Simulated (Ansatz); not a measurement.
## Relaxing ReO3-type NiCl3

Level of theory: DFT, PBEsol, scalar-relativistic, collinear spin; plane waves to 420 eV with PAW datasets (Ansatz 0.2.0), 6×6×6 k-mesh, Gaussian smearing of 0.05 eV; PAW files: Ansatz's generated set soft_2.

The structure was built from a prototype; whether the compound forms in it isn't claimed. The ideal cubic cell shuts out tilts of the octahedra, which such structures often take.

Starting cell:

```
Ni Cl
1.0
     4.82000    0.00000    0.00000
     0.00000    4.82000    0.00000
     0.00000    0.00000    4.82000
Ni Cl
1 3
Direct
  0.00000 0.00000 0.00000
  0.50000 0.00000 0.00000
  0.00000 0.00000 0.50000
  0.00000 0.50000 0.00000
```

Starting moments (μB, in the order of the atoms): 3.0, 0.0, 0.0, 0.0.

The first steps of the search for zero pressure:

```
run   level  k-mesh        kind  V (Å³/atom)  P (GPa)  gap on the mesh (eV)  largest moment (μB)
  1  PBEsol   6×6×6  fixed cell        28.00     -6.5                 metal                 0.56
  2  PBEsol   6×6×6  fixed cell        26.78     -5.5                 metal                 0.54
```

Problem. At which volume does PBEsol reach zero pressure?

Solution. 23.08 Å³/atom, about 17.6 % under the start.

The steps that followed:

```
run   level  k-mesh        kind  V (Å³/atom)  P (GPa)  E − E(final) (meV/atom)  gap on the mesh (eV)  largest moment (μB)
  3  PBEsol   6×6×6  fixed cell        24.10     -2.2                      7.6                 metal                 0.14
  4  PBEsol   6×6×6  fixed cell        22.94      0.4                      0.1                 metal                 0.07
  5  PBEsol   6×6×6  fixed cell        23.08      0.0                      0.0                 metal                 0.08
```

The final structure (symmetry read at 0.01 Å). The structure is cubic, space group Pm-3m (No. 221). Conventional cell: a = 4.519 Å, b = 4.519 Å, c = 4.519 Å, α = 90.00°, β = 90.00°, γ = 90.00°. Ni (site symmetry m-3m) has 6 Cl at 2.26 Å as nearest neighbours. Cl (site symmetry 4/mmm) is surrounded by 2 Ni at 2.26 Å. (Shells end 15 % past the nearest neighbour.)

```json
{"atom": "Ni", "site": "1a", "symmetry": "m-3m", "x": "0.0000", "y": "0.0000", "z": "0.0000"}
{"atom": "Cl", "site": "3d", "symmetry": "4/mm.m", "x": "0.5000", "y": "0.0000", "z": "0.0000"}
```

At the final geometry the gap, band path included, is zero (metallic) and the site spin moments are Ni 0.08 μB. The equation of state gives B0 = 57 GPa and B0′ = 4.7. Against the elements' standard states, run alike and uncorrected, the formation energy is -0.30 eV/atom. The runs in the table took roughly 1.5 core-minutes.

So small a moment in a metal hangs on mesh and smearing, and semilocal functionals can overstate it, so the real crystal may have none. Site moments are of spin, integrated over atomic spheres. A displaced or strained copy of the relaxed cell lay 0.9 meV/atom lower, so on this mesh the structure isn't a minimum; in a metal a finer mesh can change so small a difference. No antiparallel order was tried, and in such compounds it can hold moments and open a gap where a parallel start collapses.
